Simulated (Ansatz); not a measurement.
HgTe (zinc blende)

```
CELL_PARAMETERS angstrom
      0.00000     3.28640     3.28640
      3.28640     0.00000     3.28640
      3.28640     3.28640     0.00000
ATOMIC_POSITIONS crystal
  Te 0.75000 0.75000 0.75000
  Hg 0.00000 0.00000 0.00000
```

Equation-of-state scan: isotropic scaling of the cell above, V₀ being its volume. Symmetry pins the atoms to their sites.

These are r2SCAN (plane waves to 500 eV, PAW, scalar-relativistic; Ansatz, a first-principles code) values and carry that method's errors. k mesh 12×12×12 (Γ-centred), Fermi-Dirac smearing 0.05 eV. Energies are smeared free energies. Stress and pressure are positive under compression. At this level the bands of HgTe touch or barely overlap. HgTe was relaxed with its symmetry unable to fall. Spin-orbit coupling is left out, though Hg and Te are heavy. The zero of ΔE is the relaxed starting cell. The last digit holds for this mesh only.

```csv
V (Å³/atom),ΔE (meV/atom)
29.815,161.8
30.762,105.5
31.708,63.5
32.655,33.7
33.602,14.1
34.548,3.3
35.495,0.0
36.441,3.0
37.387,11.4
38.334,24.3
39.281,withheld
40.227,61.2
41.174,84.0
```

Question: Fit a third-order Birch-Murnaghan form (E₀, V₀, B₀, B₀′ free) to the given rows and predict ΔE at V = 39.281.

Answer: Least squares on the 12 given rows: ΔE = E₀ + (9V₀B₀/16)·y²·[2 + (B₀′ − 4)y], y = (V₀/V)^(2/3) − 1, with V₀ = 35.495 Å³/atom, B₀ = 40.03 GPa (160.2 GPa = 1 eV/Å³; the term in eV is multiplied by 1000), B₀′ = 5.09, E₀ = 0.02 meV/atom; root-mean-square residual 0.03 meV/atom. At 39.281 the fit gives 41.1 meV/atom; the calculation gives 41.1 meV/atom, the same to the digits shown. For the pressure the fit gives -3.1 GPa against the computed -3.1 GPa.

(A scan under strain: stresses follow from slopes of the energy per volume, elastic moduli from its curvatures.)
